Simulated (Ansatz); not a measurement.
With the program Ansatz at the PBE level (PAW), Sb in the cubic phase (I4_132; Sb on 8a) relaxes to a = 8.095 Å. Sb has 3 nearest neighbours from 2.86 Å (trigonal planar).

Electronic character: metallic (no gap). Gap from PBE with spin–orbit coupling: none (metallic).

The bulk modulus is 18.9 GPa.

The start of the workflow was typed in or built on a structure type; neither database checked (COD, Materials Project) lists it. It is not the phase usual at ambient conditions (space group No. 166). Symmetry was held in the PBE relaxation; its stability against distortions is not shown here. The volume moved by 71 % from the start of the relaxation. Spin–orbit coupling is left out wherever it is not named.

Potentials: the earlier of the program's two PAW sets.
